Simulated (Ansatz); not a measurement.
Bi (fcc (Cu type), Fm-3m) under volume change, the program Ansatz at the r²SCAN level (PAW), scaled uniformly.

```csv
V (Å³/atom),E − E(relaxed) (meV/atom),P (GPa)
28.574,52.1,6.42
29.516,21.8,3.93
30.458,5.1,1.80
31.400,0.0,0.00
32.342,4.5,-1.49
33.284,(withheld),(withheld)
34.226,(withheld),(withheld)
```

Q: Complete the blanks.

A: 
- 34.226, E − E(relaxed) (meV/atom): 36.4
- 34.226, P (GPa): -3.81
- 33.284, E − E(relaxed) (meV/atom): 17.1
- 33.284, P (GPa): -2.74

Q: What does a third-order Birch–Murnaghan fit give for V₀, B₀ and B′?

A: V₀ = 31.41 Å³/atom, B₀ = 54.3 GPa, B′ = 4.7.

The start of the workflow was typed in or built on a structure type; neither database checked (COD, Materials Project) lists it. It is not the phase usual at ambient conditions (space group No. 166). Symmetry was held in the r²SCAN relaxation. At this level the phase is mechanically unstable. Scalar-relativistic: spin–orbit coupling is off unless named, which matters more the heavier the elements.

Potentials: the earlier of the program's two PAW sets.
